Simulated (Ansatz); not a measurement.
**Is this Al₃BiO₃ structure a true minimum?**

The structure comes from a generated guess, relaxed at this level; another structure or a mixture of phases may lie lower.

Theory: DFT PBE, scalar-relativistic, plane waves, PAW in Ansatz. Cutoff 420 eV; k points 6×6×6 on the computed 7-atom cell (Γ-centred); Gaussian smearing, width 0.02 eV; no spin polarisation.

The cell below (7 atoms, space group Cm (No. 8)) is relaxed within its symmetry.

```xyz
7
Lattice="3.0828 -3.6792 0.0256 3.0828 3.6792 0.0256 -1.9641 0.0000 4.7030" Properties=species:S:1:pos:R:3 pbc="T T T"
Al    3.5972    0.0000    0.5131
Al    2.2022   -1.6650    2.6062
Al    2.2022    1.6650    2.6062
Bi   -1.0526    0.0000    4.4702
O     3.7958    1.4070    1.6952
O     3.7958   -1.4070    1.6952
O     2.0321    0.0000    3.4099
```

For the test it was strained at random (σ = 1.5 % a component), the atoms were moved at random (σ = 0.10 Å), and all was relaxed again on a coarse 4×4×4 mesh (in the run’s order of axes) with 0.10 eV smearing, with no symmetry imposed.

Spin–orbit coupling, which can matter for Bi, is left out.

Question: Is the structure stable against such a distortion?

Answer: It returns, within 1 meV/atom of the unmoved cell on that mesh and with the same symmetry when read at 0.1 Å. So it is stable against the distortions that fit this cell and that this random move excites. Modes that don't fit the cell aren't tested.
